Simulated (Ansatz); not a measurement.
Values for one crystal, relaxed and computed with plane-wave PAW PBE (Ansatz code); other levels are named.

```yaml
volume_per_atom: 12.58 Å³
band_gap: 0.68 eV (direct)
conduction_band_minimum: at Γ
electron_effective_mass: 0.16, 0.17, 0.17 mₑ (principal values)
hole_effective_mass: 1.9 along z (mₑ)
Pressure derivative B′: 5.7
valence_band_maximum: at Γ
```

Question: Pick the material that matches.
A. SnO2, rutile
B. CsPbCl3, cubic perovskite
C. LiCl, rock salt
D. SnS2, CdI2 type

Answer: A, SnO2, rutile

Space group P4_2/mnm (rutile). The PBE relaxation kept the symmetry of its start. Scalar-relativistic: spin–orbit coupling is off unless named, which matters more the heavier the elements.

Potentials: the later of the program's two PAW sets.
